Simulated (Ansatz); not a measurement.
Input deck for Ansatz 0.2.0, then the block of the output on the nuclei.

The start is a structure deposited in the COD.

```yaml
crystal:
  lattice:
    - [4.467, 0.0, 0.0]
    - [0.0, 4.467, 0.0]
    - [0.0, 0.0, 4.467]
  atoms:
    - { symbol: Fe, position: [0.134, 0.134, 0.134], spin: 3.0 }
    - { symbol: Fe, position: [0.366, 0.866, 0.634], spin: 3.0 }
    - { symbol: Fe, position: [0.634, 0.366, 0.866], spin: 3.0 }
    - { symbol: Fe, position: [0.866, 0.634, 0.366], spin: 3.0 }
    - { symbol: Si, position: [0.8445, 0.8445, 0.8445] }
    - { symbol: Si, position: [0.6555, 0.1555, 0.3445] }
    - { symbol: Si, position: [0.3445, 0.6555, 0.1555] }
    - { symbol: Si, position: [0.1555, 0.3445, 0.6555] }
magnetization:
  spin_polarized: true
kpoints:
  mp_grid: { grid: [10, 10, 10] }
scf:
  occupations: { method: fermi_dirac, width: 0.05 }
hamiltonian:
  xc: pbe
  pseudopotentials: { kind: paw }
output:
  forces: true
  stress: true
  populations: true
  efg: { quadrupole_moments_barn: { Fe: 0.16 }, contact_densities: true }
relax:
  f_tol: 0.02
  max_steps: 60
```

The quadrupole moment typed for Fe is that of the 14.4 keV Mössbauer state of ⁵⁷Fe; the ground state has I = 1/2 and no quadrupole moment.

```sh
ansatz run input.yaml --threads 4 --pin off --max-ram 10240MiB --backend cpu --events-out ev --progress --plain --runs-dir out
```

The run relaxes the ions first, and the block belongs to the relaxed positions.

Of the output, the block on the nuclei alone is shown; the set-up, the SCF iterations, energies, forces and stress are cut. One atom of each set with nearly equal values is shown.

```
--- PAW observables at the nuclei: V_zz in 10²¹ V/m², potentials from the cell's mean, atoms counted from 1 ---
  atom   1  Fe V_zz =    +5.300424   η = 0.0000   by run symmetry: allowed   C_q = +20.5062 MHz
            electrostatic potential = -3211.823915 V   contact ρ = 100572.201144 e/Å³   contact ρ_s (e/Å³): all electrons +0.000003, valence -0.000004
  atom   5  Si V_zz =    -3.245633   η = 0.0000   by run symmetry: allowed
            electrostatic potential = -1368.001798 V   contact ρ = 12809.842462 e/Å³   contact ρ_s (e/Å³): all electrons +0.000003, valence +0.000003
```

The relaxation (4 steps) took 83 s of wall time (5.4 min of CPU time) and 0.99 GiB at its peak, on 4 threads of Arm Neoverse V2 (aarch64; 8 cores open to the job, memory cap 10.0 GiB, no GPU), a shared host with a load of 0.3 a core.

With a gap of 0.17 eV under a smearing of 0.05 eV the band edges are partly filled, so small gradients can hang on the smearing and the k-mesh. With these PAW files V_zz is typically within 2 to 3 % of all-electron values, but misses above 10 % occur on Fe. The start moments die out, and the run ends without spin.
